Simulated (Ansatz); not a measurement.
Mg$_{2}$C (anti-fluorite, Fm-3m) at seven volumes, PBEsol in the plane-wave PAW code Ansatz, scaled uniformly. One row is withheld.

| V (Å³/atom) | P (GPa) |
|---|---|
| 12.097 | 10.77 |
| 12.496 | 6.63 |
| 12.895 | 3.07 |
| 13.293 | 0.01 |
| 13.692 | -2.62 |
| 14.091 | ? |
| 14.490 | -6.84 |

Task: Fit the shown pressures and predict the withheld one.

Result: P = (3/2)B₀(x^(7/2) − x^(5/2))[1 + (3/4)(B′ − 4)(x − 1)] with x = (V₀/V)^(2/3). Least squares on the six rows gives V₀ = 13.295 Å³/atom, B₀ = 94.4 GPa, B′ = 4.00. At V = 14.091, x = 0.9620 and P = -4.89 GPa. The run itself gave -4.89 GPa.

The cell is a constructed one: a structure type filled with these elements; neither database checked (COD, Materials Project) lists it. Its standing as an ambient phase is unchecked. Symmetry was held in the PBEsol relaxation; phonons on a q-mesh show no instability.

Potentials: the later of the program's two PAW sets.
